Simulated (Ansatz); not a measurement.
Q: Tc (hcp (Mg type), space group No. 194) is relaxed with DFT-r²SCAN+D4 in the program Ansatz with PAW potentials. What lattice parameters of the conventional cell result?

A: a = 2.731 Å, c = 4.372 Å.

Space group P6_3/mmc (hcp (Mg type)). The r²SCAN+D4 relaxation kept the symmetry of its start. The run is not spin-polarised. The pairwise dispersion correction was not fitted to metals. Axis ratios of metals converge slowly with the k-mesh, so a and c are less sure than the volume.

Potentials: the later of the program's two PAW sets.
